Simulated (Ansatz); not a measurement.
Clamped-ion strain scan in CuPd

All numbers below come from Ansatz, DFT PBEsol, scalar-relativistic, plane waves, PAW. Settings: plane waves to 420 eV, k-mesh 16×16×16 (Γ-centred), Gaussian smearing 0.15 eV. No spin polarisation. Energies are free energies at this smearing, counted from the undisturbed cell; pressure is positive in compression.

Reference structure (as given, not relaxed at this level; it stands at -4.6 GPa, and it needn't be the usual structure):

```
Cu Pd
1.0
     2.98800    0.00000    0.00000
     0.00000    2.98800    0.00000
     0.00000    0.00000    2.98800
Cu Pd
1 1
Cartesian
  0.0000 0.0000 0.0000
  1.4940 1.4940 1.4940
```

The cell is strained by ε times the Voigt pattern (1, 1, 0, 0, 0, 0) (xx, yy, zz, yz, xz, xy; engineering shear) with fractional coordinates fixed. The cell is metallic on the mesh throughout.

Task: Over the sampled range (-0.0200 to 0.0200), is the undisturbed cell the lowest point?

Result: No: the energy is lower at ε = -0.0150, -4.8 in ΔE (meV/atom).

Task: Which end lies higher in energy, -0.0200 or +0.0200?

Result: +0.0200: 25.7 against -3.3.

The scan:

| ε | ΔE (meV/atom) |
| --- | --- |
| -0.0200 | -3.3 |
| -0.0150 | -4.8 |
| -0.0100 | -4.7 |
| -0.0050 | -3.1 |
| 0.0000 | 0.0 |
| 0.0050 | 4.5 |
| 0.0100 | 10.3 |
| 0.0150 | 17.4 |
| 0.0175 | 21.4 |
| 0.0200 | 25.7 |